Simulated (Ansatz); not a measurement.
HfTc:
```cif
data_HfTc
_chemical_formula_sum 'Hf1 Tc1'
_space_group_name_H-M_alt 'P 1'
_space_group_IT_number 1
_cell_length_a 3.22681
_cell_length_b 3.22681
_cell_length_c 3.22681
_cell_angle_alpha 90.000
_cell_angle_beta 90.000
_cell_angle_gamma 90.000
loop_
_space_group_symop_operation_xyz
  'x, y, z'
loop_
_atom_site_label
_atom_site_type_symbol
_atom_site_fract_x
_atom_site_fract_y
_atom_site_fract_z
_atom_site_occupancy
Hf1 Hf 0.00000 0.00000 0.00000 1
Tc1 Tc 0.50000 0.50000 0.50000 1
```

Relaxed with PBEsol.

### Question
Tabulate the valence density and the electron localisation function along the shortest Hf–Hf contact (3.23 Å), PBEsol (plane waves, PAW; program Ansatz).

### Answer


| distance from Hf (Å) | density (e/Å³) | ELF |
|---|---|---|
| 0.32 | 22.67 | 0.84 |
| 0.48 | 12.89 | 0.84 |
| 0.65 | 5.89 | 0.75 |
| 0.81 | 2.24 | 0.52 |
| 0.97 | 0.80 | 0.24 |
| 1.13 | 0.34 | 0.11 |
| 1.29 | 0.22 | 0.11 |
| 1.45 | 0.19 | 0.18 |
| 1.61 | 0.18 | 0.23 |
| 1.77 | 0.19 | 0.18 |
| 1.94 | 0.22 | 0.11 |
| 2.10 | 0.34 | 0.11 |
| 2.26 | 0.80 | 0.24 |
| 2.42 | 2.24 | 0.52 |
| 2.58 | 5.89 | 0.75 |
| 2.74 | 12.89 | 0.84 |
| 2.90 | 22.67 | 0.84 |

The density is the valence pseudo-density with augmentation charge, so density and ELF within about 1 Å of a nucleus are not all-electron values.

Space group Pm-3m (CsCl type). The workflow started from an entry of the Crystallography Open Database (COD). Its standing as an ambient phase is unchecked. The cell was relaxed with PBEsol under the symmetry of its start; its stability against distortions is not shown here. No spin polarisation was allowed. Spin–orbit coupling is left out wherever it is not named.

Potentials: the later of the program's two PAW sets (Tc and Pm come from another file).
